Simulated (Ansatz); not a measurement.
Crystals of one structure type (rock salt) and one family of elements, relaxed and computed with HSE06 in the plane-wave PAW code Ansatz.

```tsv
crystal	V (Å³/atom)	gap (eV)
MgO	9.27	6.56
CaO	13.81	5.31
SrO	17.11	?
BaO	21.15	3.30
CaS	23.13	3.41
BaS	32.89	3.13
BaTe	43.71	2.33
```

**Question.** Fit a straight line to E_g against V and predict the withheld value.

**Answer.** Least squares on the 6 shown rows: E_g = -0.112 × V + (6.694), with a scatter of 0.67. For SrO this gives 4.78. The run itself gave 4.79, within the scatter.

All cells were relaxed under the symmetry of their starts (and spin orders); stability against distortions was not tested throughout. Spin–orbit coupling is left out wherever it is not named.

Potentials: the later of the program's two PAW sets.
